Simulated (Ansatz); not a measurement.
## Bands of TeS2

```
Te S
1.0
     3.83449    0.00000    0.00000
    -1.91724    3.32076    0.00000
     0.00000    0.00000    6.75309
Te S
1 2
Direct
  0.00000 0.00000 0.00000
  0.33333 0.66667 0.22851
  0.66667 0.33333 0.77149
```

Atom numbers follow the list: Te1, S2, S3.

The cell was built from the CdI2 type and relaxed in the same program, and has space group P-3m1; it needn't be a known or the stable phase.

Spin–orbit coupling is left out, though it moves levels of the heavy atoms by tenths of an eV or more.

Theory: DFT, PBE, all-electron LAPW, scalar-relativistic in Ansatz 0.2.0.

Sampling and basis: a Γ-centred 11×11×6 k mesh, Fermi–Dirac smearing of 0.08 eV, basis error target 1 meV/atom, no spin polarisation.

Points in fractions of the reciprocal vectors of this cell: Γ (0, 0, 0), M (0.5, 0, 0), K (0.333, 0.333, 0), A (0, 0, 0.5), L (0.5, 0, 0.5), H (0.333, 0.333, 0.5). The path joins them by straight lines in the order Γ–M–K–Γ–A–L–H–A–L; legs that retrace an earlier one aren't tabulated. Energies are in eV from the top of the valence band.

(1) Is there a gap?

(2) List the levels between -14 and 6 eV at the symmetry points.

## Answers

(1) 0.47 eV.

(2) 
Γ: -12.21, -8.38, -2.34 (×2), -1.66, -1.24 (×2), -1.11, 0.70, 1.69 (×2)
M: -12.64, -12.25, -10.46, -5.54, -3.98, -3.62, -1.61, -1.26, -0.98, 1.81, 2.89, 3.86, 4.86
K: -11.88 (×2), -11.59, -4.83 (×2), -4.64, -1.72 (×2), -0.29, 3.33 (×2), 3.67
A: -12.29, -8.21, -2.34 (×2), -2.31, -1.21 (×2), -0.45, 0.47, 1.63 (×2)
L: -12.64, -12.23, -10.49, -5.63, -3.96, -3.41, -1.48, -1.34, -1.14, 2.18, 3.05, 3.14, 4.90
H: -11.87 (×2), -11.59, -4.93 (×2), -4.70, -1.39 (×2), -0.04, 2.80 (×2), 3.45
